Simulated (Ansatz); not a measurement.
## Cs3Sc: from a guess to a relaxed structure

Theory: DFT PBE, scalar-relativistic, plane waves, PAW in Ansatz 0.2.0. Cutoff 420 eV, Gaussian smearing, Γ-centred meshes. Cell and atoms relax first on a coarse mesh and then on a finer one. In between, the cell is made exact in the group found at 0.06 Å. In metals the finer mesh still leaves noise of several meV/atom or more. The steps can't lower the symmetry of their start. Collinear spin is switched on along the way, since trial moments persisted in a coarse test.

Recipe of this trial structure of Cs3Sc: random cell by space group and Wyckoff sites (Im-3m, No. 229). The dimensions are guesses.

```cif
data_structure
_symmetry_space_group_name_H-M 'Im-3m'
_symmetry_Int_Tables_number 229
_cell_length_a 6.3982
_cell_length_b 6.3982
_cell_length_c 6.3982
_cell_angle_alpha 90.000
_cell_angle_beta 90.000
_cell_angle_gamma 90.000
_cell_volume 261.93
loop_
_atom_site_label
_atom_site_type_symbol
_atom_site_symmetry_multiplicity
_atom_site_Wyckoff_symbol
_atom_site_fract_x
_atom_site_fract_y
_atom_site_fract_z
_atom_site_occupancy
Cs1 Cs 6 b 0.50000 0.00000 0.00000 1
Sc1 Sc 2 a 0.00000 0.00000 0.00000 1
```

The zero of energy is the elements' standard structures at the same level; no fitted shifts are applied.

Task: Which structure results?

Result: The symmetry stays Im-3m (No. 229). The volume per atom grows by 139.1 %, from 32.7 to 78.3 Å³. The shortest distance goes from 3.20 Å (Cs–Sc and Cs–Cs) to 4.28 Å (Cs–Sc and Cs–Cs). The energy falls by about 0.76 eV/atom (the start's value is from the coarse mesh). Conventional cell: a = 8.556 Å. Around Cs lie 2 Sc at 4.28 Å and 4 Cs at 4.28 Å; Sc has 6 Cs at 4.28 Å.

```yaml
crystal:
  lattice:
    - [-4.27787, 4.27787, 4.27787]
    - [4.27787, -4.27787, 4.27787]
    - [4.27787, 4.27787, -4.27787]
  atoms:
    - { symbol: Cs, position: [0.00000, 0.50000, 0.50000] }
    - { symbol: Cs, position: [0.50000, 0.00000, 0.50000] }
    - { symbol: Cs, position: [0.50000, 0.50000, 0.00000] }
    - { symbol: Sc, position: [0.00000, 0.00000, 0.00000] }
```

Task: How does it come out in energy, and is it a metal?

Result: The formation energy is +0.78 eV/atom, the gap on the 8×8×8 mesh of the 4-atom cell is 0 eV (a metal) and the net moment per atom is 0.65 μB. The moment by site is Sc 1.3 μB.

A positive value: parting into the elements would lower its energy.

The last run used collinear spin and Gaussian smearing of 0.10 eV. The magnetic state reached may not be the lowest. A structure relaxed within its symmetry needn't be a true minimum. Site moments count only spheres around the atoms; the net moment includes the space between them.
